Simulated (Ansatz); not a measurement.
InSe: what the electron mass says about interband coupling

All numbers below come from DFT PBE, scalar-relativistic, plane waves, PAW (Ansatz 0.2.0).

Cutoff 420 eV; k points 12×12×2 on the computed 8-atom cell (Γ-centred); Gaussian smearing, width 0.02 eV; no spin polarisation.

Relaxed cell: P6_3/mmc, a = 4.090 Å, b = 4.090 Å, c = 18.403 Å, α = 90.00°, β = 90.00°, γ = 120.00°, 8 atoms in the primitive cell.

The direct gap at Γ is 0.696 eV, and at Γ the conduction band has a mass of 0.1285 mₑ and the lightest hole 0.1216 mₑ, both along z.

Question: Use two-band k·p theory to get the Kane energy. As an exercise, what mass follows if the true gap is 1.5 times the computed one (semilocal functionals can miss by more, threefold or worse in zinc and cadmium oxides)?

Answer: Coupling to the valence top alone gives mₑ/m* = 1 + E_P/E_g, so E_P = E_g (mₑ/m* − 1) = 0.696 × (7.78 − 1) = 4.7 eV. The light hole is the mirror band, mₑ/mₗₕ = E_P/E_g − 1, and gives 6.4 eV; the spread shows what other bands add. Fits to experiment give about 15 to 31 eV for common tetrahedral semiconductors; the figure from the electron is a net one, lowered by higher conduction bands, and semilocal functionals tend to give less. With E_P fixed and E_g = 1.04 eV the mass becomes 0.181 mₑ: in this model the mass grows with the gap, in proportion where E_P ≫ E_g, which is why functionals that close gaps give light electrons. A correction that opens the gap also strengthens the coupling, so the true mass usually rises less. Remote bands and spin-orbit splitting are left out of the model.

The cell holds layers, and where no dispersion correction was added their binding is poorly described.